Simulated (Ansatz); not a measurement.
Here is the system:

WO2:
```cif
data_O4W2
_chemical_formula_sum 'W2 O4'
_space_group_name_H-M_alt 'P 1'
_space_group_IT_number 1
_cell_length_a 4.95337
_cell_length_b 4.95337
_cell_length_c 2.67246
_cell_angle_alpha 90.000
_cell_angle_beta 90.000
_cell_angle_gamma 90.000
loop_
_space_group_symop_operation_xyz
  'x, y, z'
loop_
_atom_site_label
_atom_site_type_symbol
_atom_site_fract_x
_atom_site_fract_y
_atom_site_fract_z
_atom_site_occupancy
W1 W 0.50000 0.50000 0.00000 1
W2 W 0.00000 0.00000 0.50000 1
O1 O 0.71953 0.71953 0.50000 1
O2 O 0.28047 0.28047 0.50000 1
O3 O 0.21953 0.78047 0.00000 1
O4 O 0.78047 0.21953 0.00000 1
```

This is the PBEsol-relaxed structure.

Problem. All from PBEsol (plane waves, PAW; program Ansatz), unless another level is named. Predict the electronic character.

Solution. metallic (no gap).

Problem. Predict the density of states at the Fermi level.

Solution. 0.27 states/eV per atom (mean over ±0.08 eV).

Problem. Predict the formation energy from the elements (no fitted shifts).

Solution. -1.91 eV/atom.

Space group P4_2/mnm. The workflow started from a Materials Project entry (that database holds measured and hypothetical structures alike); the Crystallography Open Database files this formula in space group No. 136, but the cells were not matched. Whether it is the stable phase at ambient conditions was not checked. The cell was relaxed with PBEsol under the symmetry of its start; of distortions, only those at the zone centre were tested. The workflow began spin-polarised and lost its moments. No Hubbard U is applied. The references are the lowest solids computed at this level, not always the standard phases (solids in place of the gases). Scalar-relativistic: spin–orbit coupling is off unless named, which matters more the heavier the elements.

Potentials: the later of the program's two PAW sets.
